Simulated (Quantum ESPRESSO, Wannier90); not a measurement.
## Wannier functions of TaRh$_{3}$ (Cu3Au type)

Materials Project entry mp-1020; symmetrised, unrelaxed at this level. COD (Crystallography Open Database) has an entry of this formula and space group (matched by these alone). Computed values, not measurements, from PBEsol: Quantum ESPRESSO (norm-conserving PseudoDojo potentials, cutoff 71 Ry, no spin polarisation, no spin-orbit coupling) on a Γ-centred 4×4×4 mesh, then Wannier90. Density: 12×12×12 mesh, cold smearing 0.01 Ry. Spin-orbit coupling is left out although heavy elements are present.

```
begin unit_cell_cart
ang
    3.8697800000    0.0000000000    0.0000000000
    0.0000000000    3.8697800000    0.0000000000
    0.0000000000    0.0000000000    3.8697800000
end unit_cell_cart
mp_grid = 4 4 4
```

Task: Which shells of neighbouring k-points and which b-vectors and weights does Wannier90 pick for this cell and mesh?

Result: 
```
 *---------------------------------- K-MESH ----------------------------------*
 +----------------------------------------------------------------------------+
 |                    Distance to Nearest-Neighbour Shells                    |
 |                    ------------------------------------                    |
 |          Shell             Distance (Ang^-1)          Multiplicity         |
 |          -----             -----------------          ------------         |
 |             1                   0.405914                      6            |
 |             2                   0.574049                     12            |
 |             3                   0.703063                      8            |
 |             4                   0.811827                      6            |
 |             5                   0.907650                     24            |
 |             6                   0.994281                     24            |
 |             7                   1.148097                     12            |
 |             8                   1.217741                     30            |
       ... (lines left out)
 +----------------------------------------------------------------------------+
 | The b-vectors are chosen automatically                                     |
 | The following shells are used:                       1                     |
 +----------------------------------------------------------------------------+
 |                        Shell   # Nearest-Neighbours                        |
 |                        -----   --------------------                        |
 |                          1               6                                 |
 +----------------------------------------------------------------------------+
 | Completeness relation is fully satisfied [Eq. (B1), PRB 56, 12847 (1997)]  |
 +----------------------------------------------------------------------------+
 |                  b_k Vectors (Ang^-1) and Weights (Ang^2)                  |
 |                  ----------------------------------------                  |
 |            No.         b_k(x)      b_k(y)      b_k(z)        w_b           |
 |            ---        --------------------------------     --------        |
 |             1         0.000000    0.000000    0.405914     3.034609        |
 |             2         0.000000    0.405914    0.000000     3.034609        |
 |             3         0.405914    0.000000    0.000000     3.034609        |
 |             4         0.000000    0.000000   -0.405914     3.034609        |
 |             5         0.000000   -0.405914    0.000000     3.034609        |
 |             6        -0.405914    0.000000    0.000000     3.034609        |
```
